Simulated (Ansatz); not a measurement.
Li₃Hg:
Space group Fm-3m (No. 225); a = 6.4526 Å, b = 6.4526 Å, c = 6.4526 Å, α = 90.00°, β = 90.00°, γ = 90.00°

| atom | site | symmetry | x | y | z |
|---|---|---|---|---|---|
| Li | 8c | -43m | 0.2500 | 0.2500 | 0.2500 |
| Hg | 4a | m-3m | 0.0000 | 0.0000 | 0.0000 |
| Li | 4b | m-3m | 0.5000 | 0.5000 | 0.5000 |
(The calculation used a cell of 4 atoms; values per cell refer to that cell.)

This is the PBEsol-relaxed structure.

Question: All from DFT-PBEsol in the program Ansatz with PAW potentials, unless another level is named. Predict the highest zone-centre frequency.

Answer: 361 cm⁻¹.

Question: Predict the bulk modulus (Birch–Murnaghan fit).

Answer: 27.8 GPa.

The workflow started from an entry of the Crystallography Open Database (COD). Its standing as an ambient phase is unchecked. Symmetry was held in the PBEsol relaxation; of distortions, only those at the zone centre were tested. As this level gives no gap, phonon frequencies hold no LO–TO term and depend on the k-mesh and smearing (Fermi–Dirac, 0.1 eV here). Scalar-relativistic: spin–orbit coupling is off unless named, which matters more the heavier the elements.

Potentials: the later of the program's two PAW sets.
